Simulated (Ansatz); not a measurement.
A generator proposed this cell of ScSi₄O.

```
CELL_PARAMETERS angstrom
0.00000 3.62370 3.62370
3.62370 0.00000 3.62370
3.62370 3.62370 0.00000
ATOMIC_POSITIONS crystal
Sc 0.25000 0.25000 0.25000
Si 0.62485 0.12546 0.62485
Si 0.62485 0.62485 0.12546
Si 0.62485 0.62485 0.62485
Si 0.12546 0.62485 0.62485
O 0.00000 0.00000 0.00000
```

Computed with DFT PBE, scalar-relativistic, plane waves, PAW in Ansatz 0.2.0. Cutoff 420 eV; k points 4×4×4 on the computed 6-atom cell (Γ-centred); Gaussian smearing, width 0.10 eV; no spin polarisation.

The zero of energy is the elements' standard structures at the same level (O₂ as a molecule); no fitted shifts are applied.

Question: Estimate its pressure, forces and energy as it stands.

Answer: The pressure is -9.1 GPa (it wants to contract), the largest force is 0.56 eV/Å, and the energy is −0.04 eV/atom against the elements. The shortest distance is 2.56 Å.

Question: How much does it gain on relaxing, and where does it end?

Answer: Relaxing gains under 0.1 eV/atom (the start's value is from the coarse mesh, so the gain is rough) in 8 ionic steps and ends at −0.08 eV/atom on the finer mesh. The symmetry stays F-43m (No. 216). The volume per atom shrinks by 9.3 %, from 15.9 to 14.4 Å³. The shortest distance goes from 2.56 Å (Si–Si) to 2.45 Å (Si–Si). Conventional cell: a = 7.015 Å. Sc is surrounded by 12 Si at 2.91 Å and 4 O at 3.04 Å; Si is surrounded by 6 Si at 2.45–2.51 Å, 3 O at 2.91 Å and 3 Sc at 2.91 Å; around O lie 12 Si at 2.91 Å and 4 Sc at 3.04 Å.

The last run used a 10×10×10 mesh for its 6-atom cell and Gaussian smearing of 0.10 eV. The relaxation can't lower the symmetry of the start. Symmetry constrained the relaxation, so the result can be a saddle point. Another cell of ScSi4O relaxed alike, in P6/mmm, lies 15 meV/atom lower, so this cell isn't the stable form at this level.
